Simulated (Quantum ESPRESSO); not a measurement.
**How shieldings converge in CsI**

```yaml
crystal:
  lattice:
    - [4.66521, 0.00000, 0.00000]
    - [0.00000, 4.66521, 0.00000]
    - [0.00000, 0.00000, 4.66521]
  atoms:
    - { symbol: Cs, position: [0.00000, 0.00000, 0.00000] }
    - { symbol: I, position: [0.50000, 0.50000, 0.50000] }
```
The geometry is a computed Materials Project entry, not a measured one. It is CsI in Pm-3m. Stability against distortions was not tested.

Method: PBE GIPAW (a modified build of Quantum ESPRESSO, JTH PAW datasets); kept fixed: k-mesh 6×6×6 shifted. Costs are rough, from a shared machine. These are absolute shieldings with no macroscopic susceptibility term; δ = σ_ref − σ needs a reference computed alike. No spin–orbit coupling; Cs is the heaviest element present. No d partial waves on I: the paramagnetic term there is incompletely reconstructed. The structure is static (0 K, no zero-point motion).

```tsv
plane-wave cutoff (Ha)	σ_iso Cs (ppm)	σ_iso I (ppm)	f-sum rule missed by (%)	rough cost ratio
8	5146.7	4452.3	0.51	about 1
10	5237.1	4485.2	0.35	about 1
12	5326.0	4512.1	0.14	about 1
15	5379.3	4520.0	0.02	about 1
18	5383.1	4516.0	0.01	2
20	5383.2	4519.3	0.01	3
22	5382.5	4518.6	0.01	4
28	5385.2	4518.6	0.01	5
35	5384.9	4517.1	0.01	6
45	5385.1	4517.3	0.01	8
```

Largest spread: σ_iso Cs (ppm) moves over 238.5 across the rows.
